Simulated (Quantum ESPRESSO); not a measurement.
RhAl3PdZr2Nb, input and log of a self-consistent run

Simulated, not a measurement. The program is pw.x of Quantum ESPRESSO 7.5 (plane-wave density functional theory). The cell is made up: eight metal atoms on a hexagonal close-packed lattice, with elements, volume, strain and displacements drawn at random and not relaxed, so it may be unstable or far from any real phase. PseudoDojo standard norm-conserving files set the functional (PBE unless stated); there is no spin polarisation or spin-orbit coupling, the Fermi-Dirac width of 0.25 eV means electrons at about 2900 K, and the masses in the input are unused placeholders. A spin test at this wide smearing found no moment, but such smearing suppresses magnetism that the real alloy may have.

Input:

```
&control calculation='scf', pseudo_dir='./dojo.nc.sr.pbe.v0_5.standard.upf', outdir='./o', disk_io='medium', tprnfor=.true., tstress=.true. /
&system ibrav=0, nat=8, ntyp=5, nbnd=55, ecutwfc=87.97787729, nosym=.true., tot_charge=0,
 occupations='smearing', smearing='fd', degauss=0.0183746611
/
&electrons conv_thr=1.470e-08, electron_maxstep=70, mixing_beta=0.5 /
ATOMIC_SPECIES
Al 1.0 Al.upf
Nb 1.0 Nb.upf
Pd 1.0 Pd.upf
Rh 1.0 Rh.upf
Zr 1.0 Zr.upf
CELL_PARAMETERS angstrom
2.966 -0.0071 0.0056
-0.0122 5.1642 0.0262
0.0186 0.0499 9.9043
ATOMIC_POSITIONS angstrom
Rh -0.0051 0.005 -0.0742
Al 0.0104 0.0316 4.9896
Pd -0.0286 1.6979 2.5058
Al 0.0183 1.755 7.3987
Zr 1.5036 2.5435 0.0839
Zr 1.5414 2.5893 4.9404
Nb 1.4519 4.3538 2.5545
Al 1.4952 4.3405 7.4158
K_POINTS automatic
8 5 3 1 1 1
```

The log is shortened where brackets say so; the opening notice, blank lines, dates and the lines on written files are dropped, and the path of the files is cut. It prints rydbergs, bohrs and kilobars, and counts compression as positive stress. Its total energy is the free energy E - TS of the whole cell.

```
     Program PWSCF v.7.5
     Parallel version (MPI & OpenMP), running on       1 processor cores
     Number of MPI processes:                 1
     Threads/MPI process:                     1
     [start-up lines left out]
     bravais-lattice index     =            0
     lattice parameter (alat)  =       5.6050  a.u.
     unit-cell volume          =    1023.7160 (a.u.)^3
     number of atoms/cell      =            8
     number of atomic types    =            5
     number of electrons       =        81.00
     number of Kohn-Sham states=           55
     kinetic-energy cutoff     =      87.9779  Ry
     charge density cutoff     =     351.9115  Ry
     scf convergence threshold =      1.5E-08
     mixing beta               =       0.5000
     number of iterations used =            8  plain     mixing
     Exchange-correlation= PBE
                           (   1   4   3   4   0   0   0)
     [axes and pseudopotential details left out]
   Cartesian axes
     site n.     atom                  positions (alat units)
         1        Rh     tau(   1) = (  -0.0017195   0.0016858  -0.0250167  )
         2        Al     tau(   2) = (   0.0035064   0.0106540   1.6822579  )
         3        Pd     tau(   3) = (  -0.0096426   0.5724518   0.8448376  )
         4        Al     tau(   4) = (   0.0061699   0.5917033   2.4944928  )
         5        Zr     tau(   5) = (   0.5069430   0.8575483   0.0282871  )
         6        Zr     tau(   6) = (   0.5196874   0.8729899   1.6656699  )
         7        Nb     tau(   7) = (   0.4895122   1.4678961   0.8612570  )
         8        Al     tau(   8) = (   0.5041109   1.4634119   2.5002581  )
     number of k points=    60  Fermi-Dirac smearing, width (Ry)=  0.0184
                       cart. coord. in units 2pi/alat
        k(    1) = (   0.0625441   0.0573307   0.0495049), wk =   0.0333333
        k(    2) = (   0.0629234   0.0583445  -0.1501458), wk =   0.0333333
     [further k points left out]
     Dense  grid:   114161 G-vectors     FFT dimensions: (  36,  60, 120)
     Estimated max dynamical RAM per process >     178.61 MB
     Initial potential from superposition of free atoms
     starting charge      80.9848, renormalised to      81.0000
     Starting wfcs are   61 randomized atomic wfcs
     total cpu time spent up to now is       34.3 secs
     per-process dynamical memory:   107.6 Mb
     Self-consistent Calculation
     iteration #  1     ecut=    87.98 Ry     beta= 0.50
     Davidson diagonalization with overlap
     ethr =  1.00E-02,  avg # of iterations =  3.5
     total cpu time spent up to now is      123.6 secs
     total energy              =    -838.02373119 Ry
     estimated scf accuracy    <      13.14351816 Ry
     iteration #  2     ecut=    87.98 Ry     beta= 0.50
     Davidson diagonalization with overlap
     ethr =  1.00E-02,  avg # of iterations =  4.6
     total cpu time spent up to now is      234.6 secs
     total energy              =    -834.56982516 Ry
     estimated scf accuracy    <     176.22724598 Ry
     iteration #  3     ecut=    87.98 Ry     beta= 0.50
     Davidson diagonalization with overlap
     ethr =  1.00E-02,  avg # of iterations =  4.8
     total cpu time spent up to now is      328.3 secs
     total energy              =    -845.40781399 Ry
     estimated scf accuracy    <      23.73216407 Ry
     iteration #  4     ecut=    87.98 Ry     beta= 0.50
     Davidson diagonalization with overlap
     ethr =  1.00E-02,  avg # of iterations =  2.0
     total cpu time spent up to now is      403.4 secs
     total energy              =    -846.45786912 Ry
     estimated scf accuracy    <      13.84855988 Ry
     iteration #  5     ecut=    87.98 Ry     beta= 0.50
     Davidson diagonalization with overlap
     ethr =  1.00E-02,  avg # of iterations =  1.0
     total cpu time spent up to now is      464.2 secs
     total energy              =    -846.92424870 Ry
     estimated scf accuracy    <       3.88210394 Ry
     [iterations 6 to 14 left out]
     iteration # 15     ecut=    87.98 Ry     beta= 0.50
     Davidson diagonalization with overlap
     ethr =  2.47E-08,  avg # of iterations =  1.0
     total cpu time spent up to now is     1314.5 secs
     total energy              =    -846.74373869 Ry
     estimated scf accuracy    <       0.00000055 Ry
     iteration # 16     ecut=    87.98 Ry     beta= 0.50
     Davidson diagonalization with overlap
     ethr =  6.78E-10,  avg # of iterations =  4.2
     total cpu time spent up to now is     1419.1 secs
     total energy              =    -846.74373876 Ry
     estimated scf accuracy    <       0.00000036 Ry
     iteration # 17     ecut=    87.98 Ry     beta= 0.50
     Davidson diagonalization with overlap
     ethr =  4.42E-10,  avg # of iterations =  1.6
     total cpu time spent up to now is     1488.4 secs
     total energy              =    -846.74373878 Ry
     estimated scf accuracy    <       0.00000048 Ry
     iteration # 18     ecut=    87.98 Ry     beta= 0.50
     Davidson diagonalization with overlap
     ethr =  4.42E-10,  avg # of iterations =  1.0
     total cpu time spent up to now is     1547.5 secs
     total energy              =    -846.74373880 Ry
     estimated scf accuracy    <       0.00000006 Ry
     iteration # 19     ecut=    87.98 Ry     beta= 0.50
     Davidson diagonalization with overlap
     ethr =  7.56E-11,  avg # of iterations =  1.1
     total cpu time spent up to now is     1604.8 secs
     End of self-consistent calculation
     [lines on levels left out]
!    total energy              =    -846.74373881 Ry
     estimated scf accuracy    <          6.0E-09 Ry
     smearing contrib. (-TS)   =      -0.09978581 Ry
     internal energy E=F+TS    =    -846.64395300 Ry
     The total energy is F=E-TS. E is the sum of the following terms:
     one-electron contribution =    -604.19745801 Ry
     hartree contribution      =     335.58128041 Ry
     xc contribution           =    -152.49034909 Ry
     ewald contribution        =    -425.53742630 Ry
     convergence has been achieved in  19 iterations
     Forces acting on atoms (cartesian axes, Ry/au):
     atom    1 type  4   force =     0.00111138   -0.01297239   -0.01779589
     atom    2 type  1   force =     0.00372457   -0.00909850   -0.01191689
     atom    3 type  3   force =     0.00425716   -0.00118132   -0.00475811
     atom    4 type  1   force =     0.00212652   -0.00591085    0.01514412
     atom    5 type  5   force =    -0.00151896   -0.01099490    0.00918507
     atom    6 type  5   force =    -0.00601102    0.00370402    0.00203600
     atom    7 type  2   force =    -0.00304067    0.02991184   -0.02728803
     atom    8 type  1   force =    -0.00064900    0.00654210    0.03539372
     Total force =     0.065130     Total SCF correction =     0.000189
     Computing stress (Cartesian axis) and pressure
          total   stress  (Ry/bohr**3)                   (kbar)     P=      -89.21
  -0.00031005  -0.00001483   0.00000116          -45.61       -2.18        0.17
  -0.00001483  -0.00057653  -0.00001874           -2.18      -84.81       -2.76
   0.00000116  -0.00001874  -0.00093267            0.17       -2.76     -137.20
     init_run     :     32.03s CPU     34.05s WALL (       1 calls)
     electrons    :   1466.22s CPU   1570.46s WALL (       1 calls)
     forces       :     10.67s CPU     10.80s WALL (       1 calls)
     stress       :     38.59s CPU     38.80s WALL (       1 calls)
     [timing details left out]
     PWSCF        :  25m48.12s CPU  27m36.60s WALL
     JOB DONE.
```

In other units: free energy -11520.535 eV for the cell, pressure -8.92 GPa, largest force component 0.910 eV/Å in size. The run took 1658 s of wall time with one process on a shared machine (AMD EPYC, Zen 5, virtual cores), so the time is rough. A rerun of this cell at a higher cutoff and on a denser mesh moved values by no more than 0.004 eV in energy, 0.04 GPa in stress and 0.010 eV/Å in force, and a second program with other atomic files agreed on that cell to 2 % rms in force and 0.5 GPa in pressure.